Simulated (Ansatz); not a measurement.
A trial cell of TiSn3O8, before relaxation:

```cif
data_structure
_symmetry_space_group_name_H-M 'P 1'
_symmetry_Int_Tables_number 1
_cell_length_a 5.0279
_cell_length_b 5.0279
_cell_length_c 6.7637
_cell_angle_alpha 90.000
_cell_angle_beta 90.000
_cell_angle_gamma 90.000
_cell_volume 170.98
loop_
_atom_site_label
_atom_site_type_symbol
_atom_site_fract_x
_atom_site_fract_y
_atom_site_fract_z
_atom_site_occupancy
Ti1 Ti 0.00000 0.00000 0.00000 1
Sn1 Sn 0.00000 0.00000 0.50000 1
Sn2 Sn 0.50000 0.50000 0.25000 1
Sn3 Sn 0.50000 0.50000 0.75000 1
O1 O 0.69438 0.30562 0.00000 1
O2 O 0.69438 0.30562 0.50000 1
O3 O 0.19438 0.19438 0.25000 1
O4 O 0.19438 0.19438 0.75000 1
O5 O 0.30562 0.69438 0.00000 1
O6 O 0.30562 0.69438 0.50000 1
O7 O 0.80562 0.80562 0.25000 1
O8 O 0.80562 0.80562 0.75000 1
```

Method: Ansatz, DFT PBE, scalar-relativistic, plane waves, PAW. Cutoff 420 eV, Gaussian smearing, Γ-centred meshes. Cell and atoms relax first on a coarse mesh and then on a converged one. In between, the cell is made exact in the group found at 0.06 Å. The steps can't lower the symmetry of their start. Collinear spin, starting moments Ti 1.0 μB; they died out on the coarse mesh, so the last step has no spin.

A guess keeps its type if space group and coordination stay and the shape of the cell changes little (axis ratios within about 15 %, angles within 6°); the volume may change.

Task: Does it keep its structure type, or change into something else?

Result: It keeps its type. The symmetry stays Cmmm (No. 65). The volume per atom shrinks by 15.1 %, from 14.2 to 12.1 Å³. The shortest distance goes from 2.17 Å (Sn–O and Ti–O) to 1.99 Å (Ti–O). Counting neighbours within 15 % of an atom's shortest distance, the start has O 3, Sn 6, Ti 6 and the end O 3, Sn 6, Ti 6.

Formation energies are uncorrected and refer to the elements' standard structures at the same level (O₂ as a molecule). The references include grey tin.

Task: At what energy does it end?

Result: −1.941 eV/atom. Whether it is stable depends on the other phases of the system, which aren't compared here.

The last run used a 6×6×4 mesh (in the run's order of axes) for its 12-atom cell and Gaussian smearing of 0.02 eV. A later test with randomly moved atoms came back to the same energy, though modes that don't fit the test's cell weren't probed.
